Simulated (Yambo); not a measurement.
RPA spectrum of LiO$_{2}$H$_{3}$ (space group P-1, No. 2, within 0.06 Å of C2/m) on PBEsol bands in Yambo (8×4×4 mesh, 69 bands, 3 Ry local-field block, 0.2 eV broadening; field along x). CGrdSpXd merges neighbouring transition energies to save time; the report line [X-CG] gives the poles kept by one of the 4 MPI tasks, and where the merging fails may depend on that split. Axes are Cartesian, with cell vectors (Å) (3.13, 0.00, 0.00), (-1.26, 5.35, 0.00), (-1.30, -0.91, 5.28).

| CGrdSpXd asked (%) | share reached (%) | poles used (one task) | static ε | largest change of Im ε (% of its maximum) | rough time |
|---|---|---|---|---|---|
| 100 | 100 | 12445 | 2.17 | 0.0 | 1 |
| 70 | 69 | 8711 | 2.17 | 0.0 | within a factor of two |
| 30 | 29 | 3713 | 2.17 | 0.2 | within a factor of two |
| 15 | 0 | 94 | 2.18 | 10 | within a factor of two |
| 5 | 0 | 94 | 2.18 | 10 | about 1/2 |

All runs end normally. In the runs at 15 %, 5 % few poles are left or the spectrum changes by over a quarter of its peak, and no warning says so. Times are rough ratios from shared machines. The k mesh wasn't tested; the rows compare only with each other.

Geometry of the Materials Project entry, not relaxed at this level; primitive cell a = 3.128 Å, b = 5.501 Å, c = 5.509 Å, α = 96.15°, β = 103.63°, γ = 103.24°.

The structure is a Materials Project entry; no match was found in the copy of COD used, and its stability was not checked.

The distance between layers or molecules is the database entry's, not relaxed here. Functionals without dispersion can leave it too large, which widens gaps and weakens the response across layers: the numbers belong to this cell.
